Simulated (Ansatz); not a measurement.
NbCuN₂:
```
CELL_PARAMETERS angstrom
      1.57235     0.90779     5.78333
     -1.57235     0.90779     5.78333
      0.00000    -1.81559     5.78333
ATOMIC_POSITIONS crystal
  Nb 0.50000 0.50000 0.50000
  Cu 0.00000 0.00000 0.00000
  N  0.10576 0.10576 0.10576
  N  0.89424 0.89424 0.89424
```

Relaxed with r²SCAN. Special points in fractions of this cell's reciprocal vectors: Γ (0.000, 0.000, 0.000); T (0.500, 0.500, 0.500); H2 (0.817, 0.183, 0.500); H0 (0.500, -0.183, 0.183); L (0.500, 0.000, 0.000); S0 (0.342, -0.342, 0.000); S2 (0.658, 0.000, 0.342); F (0.500, 0.000, 0.500).

**Question.** List the band energies nearest the valence-band maximum at these points for r²SCAN in the plane-wave PAW code Ansatz.

**Answer.** In eV from the valence-band maximum; about four levels below and three above (degenerate sets whole), none deeper than 8.9 eV; points with the same levels are listed once.

| k | below | above |
|---|---|---|
| Γ | -1.89 -1.89 -1.10 -1.10 | 0.90 0.90 1.57 |
| T | -2.04 -2.04 0.00 0.00 | 0.84 0.84 3.04 |
| H2 | -1.90 -1.55 -0.95 -0.57 | 1.23 2.81 3.02 |
| L | -1.56 -0.96 -0.56 -0.32 | 0.46 2.74 3.02 |
| S0 | -1.91 -1.58 -0.90 -0.56 | 1.20 2.88 3.01 |
| F | -2.00 -1.70 -1.56 -0.83 | 1.24 2.75 3.01 |

Space group R-3m. The start of the workflow was typed in or built on a structure type; neither database checked (COD, Materials Project) lists it. Whether it is the stable phase at ambient conditions was not checked. The r²SCAN relaxation kept the symmetry of its start; its stability against distortions is not shown here. The workflow began spin-polarised and lost its moments. Scalar-relativistic: spin–orbit coupling is off unless named, which matters more the heavier the elements.

Potentials: the later of the program's two PAW sets.
